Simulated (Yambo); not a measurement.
RbBr (rock salt, space group Fm-3m, No. 225), G0W0@PBEsol in Yambo with this input:

```
rim_cut
gw0
dyson
el_el_corr
HF_and_locXC
ppa
em1d
RandQpts= 1000000
RandGvec= 1 Ry
EXXRLvcs= 46 Ry
VXCRLvcs= 184 Ry
Chimod= "HARTREE"
% BndsRnXp
 1 | 145 |
%
NGsBlkXp= 8 Ry
% LongDrXp
 1.0 | 1.0 | 1.0 |
%
PPAPntXp= 27.2114 eV
% GbndRnge
 1 | 145 |
%
GTermKind= "BG"
DysSolver= "n"
ExtendOut
```

On a 4×4×4 mesh, with wavefunctions cut at 46 Ry, the gap (Γ → Γ) is 6.799 eV and the valence edge shifts by -1.923 eV.

Task: What happens with this change: 61 bands in W?

Result: The gap falls by 0.056 eV, to 6.743 eV; the shift of the valence edge becomes -1.796 eV. Neither run is shown to be the converged limit.

Spin-orbit coupling is not included.

Geometry relaxed with PBEsol; primitive cell a = b = c = 4.839 Å, α = β = γ = 60.00°.

A shift is the quasiparticle energy of the state minus its PBEsol energy.
